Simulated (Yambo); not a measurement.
G0W0@PBEsol for TiO2 (space group Pbcn, No. 60) in Yambo. Reference settings: 4×2×2 Γ-centred k mesh, bands 5 to 253 and a 8 Ry block in the screening, 253 bands in G with the Bruneval-Gonze terminator, plasmon pole fitted at 27.2 eV. The PBEsol gap Γ → (0, 0, -0.5) on this mesh is 2.60 eV; G0W0 gaps are taken between the same points.

The settings were changed. The gap went from 4.04 eV to 4.38 eV, and the shift of the valence edge from -0.20 eV to -0.20 eV.

Task: Which change was made?
A) 171 bands in G
B) 2×2×2 mesh
C) 3 Ry block
D) 171 bands in W, 171 bands in G

Result: C, 3 Ry block. The others gave (gap, valence shift): 2×2×2 mesh: 4.06, -0.19 eV; 171 bands in G: 4.03, -0.20 eV; 171 bands in W, 171 bands in G: 4.05, -0.14 eV.

Geometry of the Materials Project entry, not relaxed at this level; primitive cell a = 4.5454 Å, b = 5.5196 Å, c = 4.9092 Å, α = 90.00°, β = 90.00°, γ = 90.00°.

This is not the ordinary phase of the substance; no match was found in the copy of COD used, and its stability was not checked.

A shift is the quasiparticle energy of the state minus its PBEsol energy.
